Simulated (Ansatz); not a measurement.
## Calculated ¹⁷O NMR of the central transition for SnI4O12

Cell: a refined structure from the COD, ions relaxed with PBE at fixed cell.

Space group P-1 (No. 2); a = 5.0576, b = 6.2808, c = 8.3865 Å, α = 87.68°, β = 88.65°, γ = 89.03°.

| site | Wyckoff | site symmetry | x | y | z |
| --- | --- | --- | --- | --- | --- |
| Sn | 1b | -1 | 0.0000 | 0.0000 | 0.5000 |
| I2 | 2i | 1 | 0.5061 | 0.7763 | 0.2371 |
| I4 | 2i | 1 | 0.9804 | 0.6996 | 0.8438 |
| O6 | 2i | 1 | 0.7834 | 0.9589 | 0.2965 |
| O8 | 2i | 1 | 0.3033 | 0.7954 | 0.4242 |
| O10 | 2i | 1 | 0.8470 | 0.7455 | 0.6368 |
| O12 | 2i | 1 | 0.8261 | 0.4351 | 0.8855 |
| O14 | 2i | 1 | 0.6674 | 0.5284 | 0.2906 |
| O16 | 2i | 1 | 0.7311 | 0.8623 | 0.9459 |

One atom of each set is listed.

Computed with Ansatz: DFT, PBE, plane waves and PAW, scalar-relativistic, 420 eV cutoff, Γ-centred 4×4×3 k-points, Fermi–Dirac smearing 0.02 eV.

¹⁷O has I = 5/2 and Q = -25.58 mb (Pyykkö 2018); at 18.8 T its Larmor frequency is ν₀ = 108.6 MHz. Only the quadrupole interaction is simulated: positions count from each site's isotropic chemical shift, and shift anisotropy, dipolar and J coupling are left out.

(1) What does the ¹⁷O spectrum (static powder) show for each site?

Answers

(1) 

```
site                                                    first shell  C_Q (MHz)     η  P_Q (MHz)  δ_QIS (ppm)  breadth (kHz)
  O6  1 I at 1.91 Å, 1 Sn at 2.08 Å, angle 136°; also 1 I at 2.69 Å      -7.99  0.58       8.43        -36.1           28.0
  O8                      1 I at 1.86 Å, 1 Sn at 2.09 Å, angle 134°      -8.95  0.37       9.15        -42.6           30.6
 O10                      1 I at 1.89 Å, 1 Sn at 2.08 Å, angle 117°      -8.64  0.62       9.17        -42.8           33.5
 O12                                                  1 I at 1.86 Å      -9.10  0.45       9.40        -45.0           33.4
 O14                                                  1 I at 1.79 Å      -9.58  0.23       9.67        -47.6           31.9
 O16                                                  1 I at 1.83 Å      -8.12  0.30       8.24        -34.6           24.1
```

δ_QIS = −(ν_Q²/30ν₀²)[I(I+1) − 3/4](1 + η²/3) × 10⁶ ppm with ν_Q = 3|C_Q|/[2I(2I−1)]; it falls as 1/B₀² in ppm, and the breadth as 1/B₀ in kHz.

At O12, O14 and O16 V_zz points along its bond to I (within 3°) in each case. At O6 V_zz runs parallel to the line that joins its two neighbours (within 11°). At O8 V_zz points along the shorter of its two bonds, to I (within 9°).

Without spin–orbit coupling the gradients at and beside I can be off by some per cent, at some sites by more.

The relaxation (9 steps) took 2.5 min of wall time (4.9 min of CPU time) and 0.97 GiB at its peak, on 2 threads of Arm Neoverse V2 (aarch64; 8 cores open to the job, memory cap 5.0 GiB, no GPU), a shared host with a load of 0.6 a core.
